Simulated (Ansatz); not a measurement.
## GaN (zinc blende), frozen-phonon scan

GaN (zinc blende)

```yaml
crystal:
  lattice:
    - [0.00000, 4.54879, 4.54879]
    - [2.27440, 2.27440, 4.54879]
    - [2.27440, 2.27440, 0.00000]
  atoms:
    - { symbol: N, position: [0.00000, 0.75000, 0.75000] }
    - { symbol: N, position: [0.50000, 0.75000, 0.75000] }
    - { symbol: Ga, position: [0.00000, 0.00000, 0.00000] }
    - { symbol: Ga, position: [0.50000, 0.00000, 0.00000] }
```

The atoms are displaced by Q × the pattern below (from a DFPT mode at X = (0.5, 0.5, 0.0), largest move 1; Q in Å), at fixed cell. (q is in reciprocal vectors of the primitive cell; the cell shown is doubled to hold the pattern.)

```json
[
 {"atom": "N1", "x": "0.000", "y": "0.000", "z": "1.000"},
 {"atom": "N2", "x": "0.000", "y": "0.000", "z": "-1.000"}
]
```

Atoms not listed stay in place.

Computed with PBE (plane waves to 420 eV, PAW, scalar-relativistic; Ansatz, an electronic-structure program). k mesh 12×12×12 (Γ-centred), Fermi-Dirac smearing 0.05 eV. Energies are smeared free energies. Compression counts positive. GaN was relaxed with its symmetry unable to fall. The PAW data are Ansatz's earlier set. ΔE is measured from the undisplaced structure.

| Q (Å) | ΔE (meV/cell) | P (GPa) | −dE/dQ from forces (eV/Å) |
|---|---|---|---|
| -0.180 | 692 | 4.55 | 7.609 |
| -0.150 | 482 | 3.17 | 6.384 |
| -0.120 | 310 | 2.03 | 5.135 |
| -0.090 | 174 | 1.15 | 3.867 |
| -0.060 | 78 | 0.52 | 2.586 |
| -0.030 | 19 | 0.14 | 1.295 |
| 0.000 | 0 | 0.01 | 0.000 |
| 0.030 | 19 | 0.14 | -1.295 |
| 0.060 | 78 | 0.52 | -2.586 |
| 0.090 | 174 | 1.15 | -3.867 |
| 0.120 | 310 | 2.03 | -5.135 |
| 0.150 | 482 | 3.17 | -6.384 |
| 0.180 | 692 | 4.55 | -7.609 |

Read from the data:

- Energy at Q = 0.180 Å: 692 meV/cell
- Space group of the distorted cell: P-4m2 (No. 115), lowered from F-43m
- Symmetry of the curve: even: the same for both signs
- Shape of the curve: a single well with its minimum at or next to zero displacement
- Harmonic wavenumber from the curvature (finite differences): 648 cm⁻¹
- Wavenumber by perturbation theory (DFPT, on another k mesh): 648 cm⁻¹

(A displaced cell: forces are minus the slopes of the energy, force constants its curvatures, and phonons follow from these.)
